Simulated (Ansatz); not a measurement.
Structure: COD 9011002, as refined from experiment and not relaxed. The listed cell was then made from it by scaling, straining or moving an atom.

An input for Na: DFT, PBEsol, PAW with Ansatz's default frozen-core files, scalar-relativistic (Ansatz 0.2.0). The PAW files were made with PBE; their cores are remade for this functional.

Command: `ansatz run input.yaml --threads 1 --pin off --max-ram 3072MiB --backend cpu --events-out ev --progress --plain --runs-dir out` The run took 3.6 s on 1 thread of Arm Neoverse V2, with other jobs on the host, peak memory 0.33 GiB.

```yaml
crystal:
  lattice:
    - [-2.1175, 2.1175, 2.138675]
    - [2.1175, -2.1175, 2.138675]
    - [2.1175, 2.1175, -2.138675]
  atoms:
    - { symbol: Na, position: [0.0, 0.0, 0.0] }
kpoints:
  mp_grid: { grid: [12, 12, 12] }
scf:
  occupations: { method: fermi_dirac, width: 0.05 }
hamiltonian:
  xc: pbesol
  pseudopotentials: { kind: paw }
output:
  forces: true
  stress: true
  eigenvalues: true
  efg: { contact_densities: true }
  write_density: true
  write_potential: true
  elf: true
  volumetric_format: npy
```

The results part of the log:

```
SCF 1 converged in 6 iterations: F = -1475.866799 eV  dr2 = 1.49e-8
  greatest PAW one-centre occupation: 0.999 electrons in one spin orbital (limit 2), on the Na atom at site 0 (counted from 0), in its partial waves of l = 0
SCF converged after 6 iterations
Free energy (F): -1475.866799 eV
Harris-Foulkes:  -1475.866799 eV  (|F-HF|=1.26e-8)
Internal energy: -1475.861414 eV  (E = F + TS)
E sigma→0 (E₀):  -1475.864106 eV
Entropy (-TS):   -0.005384 eV (-5.384 meV/atom)
Fermi energy:    1.539042 eV
--- Per-component energies (eV) ---
  E_band       = -241.575839
  E_kinetic    = 120.084235
  E_local      = -1452.789712  (includes V_loc(G=0)·N_el)
  E_nonlocal   = 115.834950
  E_hartree    = 531.474649
  E_xc         = -37.579243
  E_vxc        = -48.569116  (∫ρ·V_xc dr)
  E_paw        = -253.456340  (= ΣΔE_a)
  E_vpaw       = -39.084192  (= ΣTr[D̂ρ^β])
  E_aug_tail   = -0.000024  (compensation charges beyond the density's cutoff)
  E_ewald      = -499.484624
  E_core_change = 0.054694  (= ΣΔE_core)
  E_smearing   = -0.005384  (= −TS)
  E_closure    = -0.000000  (closes the sum)
  Σ components = -1475.866799   (vs F -1475.866799, Δ=0.00e0)
--- Forces (eV/Å), atoms counted from 1 ---
  atom   1  Na     0.00000000     0.00000000     0.00000000
  max |Σ_I F_I| component: 0.00e0 eV/Å
--- Stress (GPa, compression-positive) ---
       -0.397551       0.000000       0.000000
        0.000000      -0.397551       0.000000
        0.000000       0.000000      -0.368633
  P = ⅓ Tr σ = -0.3879 GPa (-3.879 kbar)
--- PAW observables at the nuclei: V_zz in 10²¹ V/m², potentials from the cell's mean, atoms counted from 1 ---
  atom   1  Na V_zz =    -0.003489   η = 0.0000   by run symmetry: allowed
            electrostatic potential = -971.057792 V   contact ρ = 5878.298836 e/Å³
--- Band table (eV; the first three rows and the last of 163) ---
  k-point 0: bands = ["-51.1762", "-23.2442", "-23.2442", "-23.2441", "-1.6264", "13.0209", "13.0209", "13.1679", "13.9877"]
  k-point 1: bands = ["-51.1761", "-23.2464", "-23.2449", "-23.2442", "-1.5065", "11.6793", "12.3063", "12.5561", "13.1237"]
  k-point 2: bands = ["-51.1758", "-23.2523", "-23.2469", "-23.2443", "-1.1482", "9.5345", "11.3502", "11.8350", "12.2031"]
  k-point 162: bands = ["-51.1731", "-23.2678", "-23.2672", "-23.2672", "5.9863", "6.0709", "6.2346", "6.4016", "6.4016"]
```
